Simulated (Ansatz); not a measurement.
SrO (rock salt, Fm-3m) at seven volumes, DFT-PBE in the program Ansatz with PAW potentials, scaled uniformly. One row is withheld.

| V (Å³/atom) | P (GPa) |
|---|---|
| 15.948 | 9.87 |
| 16.474 | 6.02 |
| 17.000 | 2.77 |
| 17.526 | 0.01 |
| 18.051 | -2.33 |
| 18.577 | -4.32 |
| 19.103 | ? |

### Question
Fit the shown pressures and predict the withheld one.

### Answer
P = (3/2)B₀(x^(7/2) − x^(5/2))[1 + (3/4)(B′ − 4)(x − 1)] with x = (V₀/V)^(2/3). Least squares on the six rows gives V₀ = 17.528 Å³/atom, B₀ = 84.6 GPa, B′ = 4.46. At V = 19.103, x = 0.9443 and P = -6.01 GPa. The run itself gave -6.01 GPa.

The PBE relaxation kept the symmetry of its start.

Potentials: the earlier of the program's two PAW sets.
